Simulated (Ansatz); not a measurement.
Here is the system:

ZnGeO$_{3}$:
```
ZnGeO3
1.0
    2.48311     1.43362     4.61740
   -2.48311     1.43362     4.61740
    0.00000    -2.86724     4.61740
Zn Ge O
2 2 6
Cartesian
  0.00000   0.00000   5.08997
  0.00000   0.00000   8.76223
  0.00000   0.00000   2.16566
  0.00000   0.00000  11.68654
  1.83270  -0.06451   5.86970
 -1.83270   0.06451   7.98250
 -0.97221  -1.55491   5.86970
  0.97221   1.55491   7.98250
 -0.86049   1.61942   5.86970
  0.86049  -1.61942   7.98250
```

This is the r²SCAN-relaxed structure.

All from r²SCAN (plane waves, PAW; program Ansatz), unless another level is named. Give the gap with spin–orbit coupling.

3.19 eV.

Predict the electron effective mass with spin–orbit coupling.

0.26 mₑ (isotropic).

And the hole effective mass with spin–orbit coupling?

1.4, 1.9, 5.6 mₑ (principal values).

Space group R-3. The workflow started from a Materials Project entry (that database holds measured and hypothetical structures alike); the Crystallography Open Database copy checked does not list it. Whether it is the stable phase at ambient conditions was not checked. The cell was relaxed with r²SCAN under the symmetry of its start; its stability against distortions is not shown here. Spin–orbit coupling is left out wherever it is not named.

Potentials: the later of the program's two PAW sets.
